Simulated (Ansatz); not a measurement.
An Ansatz (an electronic-structure program) run. Input:

Ansatz 0.2 input:
```yaml
crystal:
  lattice:
    - [4.5142423829, 0.0, 0.0]
    - [-2.2571211914, 3.9094485824, 0.0]
    - [0.0, 0.0, 2.7989679047]
  atoms:
    - { symbol: Ti, position: [0.0, 0.0, 0.0] }
    - { symbol: Ti, position: [0.3333333333, 0.6666666667, 0.5] }
    - { symbol: Ti, position: [0.6666666667, 0.3333333333, 0.5] }
kpoints:
  mp_grid: { grid: [22, 22, 30] }
hamiltonian:
  xc: pbesol
  pseudopotentials: { azcp: { folder: ./paw }, kind: paw }
scf:
  occupations: { method: fermi_dirac, width: 0.1 }
elastic: { mode: relaxed_ion, stencil: two_point, amplitude: 0.005, f_tol: 0.0005 }
```

Output (shortened):

```
Pseudopotential: Ti, paw, valence charge 12
Functional definition: PBEsol
Crystal: 3 atoms, lattice volume = 49.397 Å³
Basis set: ecut = 420 eV, 951 PW (Γ), exchange–correlation on 64×64×40 points (8 copies of the dense FFT grid, shifted against one another)
Bands: 22, of which v1, the nominal top of the filled ones, is band 18 counted from 1 (17 counted from 0)
Symmetry: 24 space group operations
Space group: P6/mmm (ITA 191), of the structure as read, at distance tolerance 3.7e-5 Å
k-points: 832 of 14520
the search or the solves at the SCF's close seem to have found levels that the self-consistency loop had missed (the run counts 6) …
SCF 1 converged in 11 iterations: F = -7421.790628 eV  dr2 = 5.11e-14
Crystal: 3 atoms, lattice volume = 49.150 Å³
Basis set: ecut = 420 eV, 943 PW (Γ), exchange–correlation on 64×64×40 points (8 copies of the dense FFT grid, shifted against one another)
Symmetry: 8 space group operations
k-points: 2128 of 14520
SCF 2 converged in 10 iterations: F = -7421.789687 eV  dr2 = 2.50e-14
relax step   1: F+E_penalty+E_count = -7421.78968688 eV  Δ(F+E_penalty+E_count) = +0.000e0 eV  max|allowed force component| = 3.005e-3 eV/Å  Δτ_max = 0.0000 Å  (10 SCF iters, accepted)
Crystal: 3 atoms, lattice volume = 49.150 Å³
SCF 3 converged in 7 iterations: F = -7421.789688 eV  dr2 = 4.67e-15
relax step   2: F+E_penalty+E_count = -7421.78968791 eV  Δ(F+E_penalty+E_count) = -1.032e-6 eV  max|allowed force component| = 1.598e-3 eV/Å  Δτ_max = 0.0002 Å  (7 SCF iters, accepted)
Crystal: 3 atoms, lattice volume = 49.150 Å³
SCF 4 converged in 7 iterations: F = -7421.789688 eV  dr2 = 5.38e-15
relax step   3: F+E_penalty+E_count = -7421.78968832 eV  Δ(F+E_penalty+E_count) = -4.073e-7 eV  max|allowed force component| = 2.928e-6 eV/Å  Δτ_max = 0.0003 Å  (7 SCF iters, accepted)
Crystal: 3 atoms, lattice volume = 49.150 Å³
SCF 5 converged in 13 iterations: F = -7421.789688 eV  dr2 = 0.0
Crystal: 3 atoms, lattice volume = 49.644 Å³
Basis set: ecut = 420 eV, 955 PW (Γ), exchange–correlation on 64×64×40 points (8 copies of the dense FFT grid, shifted against one another)
SCF 6 converged in 10 iterations: F = -7421.789994 eV  dr2 = 1.86e-14
relax step   1: F+E_penalty+E_count = -7421.78999428 eV  Δ(F+E_penalty+E_count) = +0.000e0 eV  max|allowed force component| = 2.935e-3 eV/Å  Δτ_max = 0.0000 Å  (10 SCF iters, accepted)
Crystal: 3 atoms, lattice volume = 49.644 Å³
SCF 7 converged in 7 iterations: F = -7421.789996 eV  dr2 = 1.32e-14
relax step   2: F+E_penalty+E_count = -7421.78999565 eV  Δ(F+E_penalty+E_count) = -1.367e-6 eV  max|allowed force component| = 1.825e-5 eV/Å  Δτ_max = 0.0005 Å  (7 SCF iters, accepted)
Crystal: 3 atoms, lattice volume = 49.644 Å³
SCF 8 converged in 13 iterations: F = -7421.789996 eV  dr2 = 0.0
Crystal: 3 atoms, lattice volume = 49.150 Å³
Basis set: ecut = 420 eV, 939 PW (Γ), exchange–correlation on 64×64×40 points (8 copies of the dense FFT grid, shifted against one another)
SCF 9 converged in 8 iterations: F = -7421.789560 eV  dr2 = 1.62e-14
Crystal: 3 atoms, lattice volume = 49.644 Å³
SCF 10 converged in 6 iterations: F = -7421.789718 eV  dr2 = 2.53e-14
Crystal: 3 atoms, lattice volume = 49.396 Å³
Basis set: ecut = 420 eV, 949 PW (Γ), exchange–correlation on 64×64×40 points (8 copies of the dense FFT grid, shifted against one another)
Symmetry: 4 space group operations
k-points: 3808 of 14520
SCF 11 converged in 9 iterations: F = -7421.790419 eV  dr2 = 6.99e-14
relax step   1: F+E_penalty+E_count = -7421.79041943 eV  Δ(F+E_penalty+E_count) = +0.000e0 eV  max|allowed force component| = 1.455e-4 eV/Å  Δτ_max = 0.0000 Å  (9 SCF iters, accepted)
Crystal: 3 atoms, lattice volume = 49.396 Å³
SCF 12 converged in 12 iterations: F = -7421.790419 eV  dr2 = 0.0
Crystal: 3 atoms, lattice volume = 49.396 Å³
SCF 13 converged in 9 iterations: F = -7421.790419 eV  dr2 = 7.03e-14
relax step   1: F+E_penalty+E_count = -7421.79041943 eV  Δ(F+E_penalty+E_count) = +0.000e0 eV  max|allowed force component| = 1.455e-4 eV/Å  Δτ_max = 0.0000 Å  (9 SCF iters, accepted)
Crystal: 3 atoms, lattice volume = 49.396 Å³
SCF 14 converged in 12 iterations: F = -7421.790419 eV  dr2 = 0.0
SCF converged after 11 iterations
Free energy (F): -7421.790628 eV
Harris-Foulkes:  -7421.790628 eV  (|F-HF|=0.00e0)
Internal energy: -7421.690509 eV  (E = F + TS)
E sigma→0 (E₀):  -7421.740569 eV
Entropy (-TS):   -0.100119 eV (-33.373 meV/atom)
Fermi energy:    13.876995 eV
--- Per-component energies (eV) ---
  E_band       = -445.490836
  E_kinetic    = 846.433401
  E_local      = -2542.108262  (includes V_loc(G=0)·N_el)
  E_nonlocal   = 186.401273
  E_hartree    = 1010.981795
  E_xc         = -346.581172
  E_vxc        = -436.076010  (∫ρ·V_xc dr)
  E_paw        = -3052.544487  (= ΣΔE_a)
  E_vpaw       = -522.104576  (= ΣTr[D̂ρ^β])
  E_aug_tail   = -0.000248  (compensation charges beyond the density's cutoff)
  E_ewald      = -3524.690963
  E_core_change = 0.418154  (= ΣΔE_core)
  E_smearing   = -0.100119  (= −TS)
  E_closure    = 0.000000  (closes the sum)
  Σ components = -7421.790628   (vs F -7421.790628, Δ=0.00e0)
--- Forces (eV/Å), atoms counted from 1 ---
  atom   1  Ti     0.00000000     0.00000000     0.00000000
  atom   2  Ti     0.00000000     0.00000000     0.00000000
  atom   3  Ti     0.00000000     0.00000000     0.00000000
  max |Σ_I F_I| component: 3.70e-17 eV/Å
--- Stress (GPa, compression-positive) ---
        0.095106       0.000000       0.000000
        0.000000       0.095106       0.000000
        0.000000       0.000000       0.044975
  P = ⅓ Tr σ = 0.0784 GPa (0.784 kbar)
--- Band table (eV; the first three rows and the last of 832) ---
  k-point 0: bands = ["-42.6175", "-42.3766", "-42.1881", "-19.0654", "-19.0654", "-19.0103", "-19.0103", "-18.6546", "-18.4462", "-18.3612", "-18.3234", "-18.3234", "7.7325", "11.8361", "13.1861", "13.1861", "13.2774", "13.2774", "13.8846", "14.6153", "15.2468", "15.2468"]
  k-point 1: bands = ["-42.6165", "-42.3762", "-42.1874", "-19.0641", "-19.0641", "-19.0095", "-19.0095", "-18.6599", "-18.4526", "-18.3665", "-18.3235", "-18.3235", "7.7588", "11.8575", "13.1670", "13.1670", "13.2640", "13.2640", "13.9195", "14.6379", "15.2343", "15.2343"]
  k-point 2: bands = ["-42.6138", "-42.3747", "-42.1854", "-19.0604", "-19.0604", "-19.0072", "-19.0072", "-18.6754", "-18.4716", "-18.3821", "-18.3240", "-18.3240", "7.8371", "11.9204", "13.1110", "13.1110", "13.2245", "13.2245", "14.0238", "14.7056", "15.2039", "15.2039"]
  k-point 831: bands = ["-42.5299", "-42.2367", "-42.2250", "-19.2721", "-19.0990", "-19.0776", "-18.8453", "-18.7937", "-18.7836", "-18.6650", "-18.6215", "-18.2574", "11.1287", "12.3293", "12.5347", "12.6868", "12.7917", "12.8967", "14.4481", "14.7039", "14.7167", "14.7178"]
--- Elastic constants: 3 strain directions × 2 members + reference (group order 24) ---
  dense FFT box of the reference and of every strained cell: 32×32×20
  strains applied: 11, 33, 23; error gains …
  C = ∂σ_k/∂η_j (tension-positive GPa; Voigt order 11 22 33 23 13 12):
       204.071     90.566     57.962      0.000      0.000      0.000
        90.566    204.071     57.962      0.000      0.000      0.000
        57.901     57.901    256.770      0.000      0.000      0.000
         0.000      0.000      0.000     54.177      0.000      0.000
         0.000      0.000      0.000      0.000     54.177      0.000
         0.000      0.000      0.000      0.000      0.000     56.752
  reference stress σ⁰ (GPa):     -0.095     -0.095     -0.045      0.000      0.000      0.000
  moduli (Voigt/Reuss/Hill, GPa): K = 119.75/119.60/119.67   G = 63.59/60.55/62.07   E = 158.76   ν = 0.279
  mechanically stable: yes (min eigenvalue of sym C = 54.18 GPa)
  strain η (Voigt 11):  stress-route row diagonal C_11 = 204.07 GPa, energy-path curvature d²(F+E_count+ΔE)/dδ²/Ω₀ = 204.07 GPa
         δ    σ_11 (GPa)             F (eV)   n_scf  n_hpsi   n_pw
    -5.000e-3      -1.1276       -7421.7896883      13  984702    976   relax 3 steps, max|allowed force component| 2.93e-6 eV/Å
     5.000e-3       0.9131       -7421.7899956      13  985246    989   relax 2 steps, max|allowed force component| 1.83e-5 eV/Å
  strain η (Voigt 33):  stress-route row diagonal C_33 = 256.77 GPa, energy-path curvature d²(F+E_count+ΔE)/dδ²/Ω₀ = 256.78 GPa
         δ    σ_33 (GPa)             F (eV)   n_scf  n_hpsi   n_pw
    -5.000e-3      -1.3468       -7421.7895597       8  344873    979   relax 0 steps, max|allowed force component| 1.48e-16 eV/Å
     5.000e-3       1.2209       -7421.7897184       6  285042    989   relax 0 steps, max|allowed force component| 3.39e-16 eV/Å
  strain η (Voigt 23):  stress-route row diagonal C_44 = 54.18 GPa, energy-path curvature d²(F+E_count+ΔE)/dδ²/Ω₀ = 54.22 GPa
         δ    σ_23 (GPa)             F (eV)   n_scf  n_hpsi   n_pw
    -5.000e-3      -0.2709       -7421.7904194      12  1685676    982   relax 1 steps, max|allowed force component| 1.45e-4 eV/Å
     5.000e-3       0.2709       -7421.7904194      12  1685797    982   relax 1 steps, max|allowed force component| 1.45e-4 eV/Å
```

Cost: very roughly 19 core-minutes on shared cores.

This is a known high-pressure phase of the composition, computed here at zero pressure and temperature. Symmetry was held in the PBEsol relaxation; of distortions, only those at the zone centre were tested. The run is not spin-polarised. As this level gives no gap, shear constants depend on the k-mesh and smearing (Fermi–Dirac, 0.1 eV here). Axis ratios of metals converge slowly with the k-mesh, so a and c are less sure than the volume.

Potentials: the earlier of the program's two PAW sets.

Ansatz is a plane-wave DFT program.
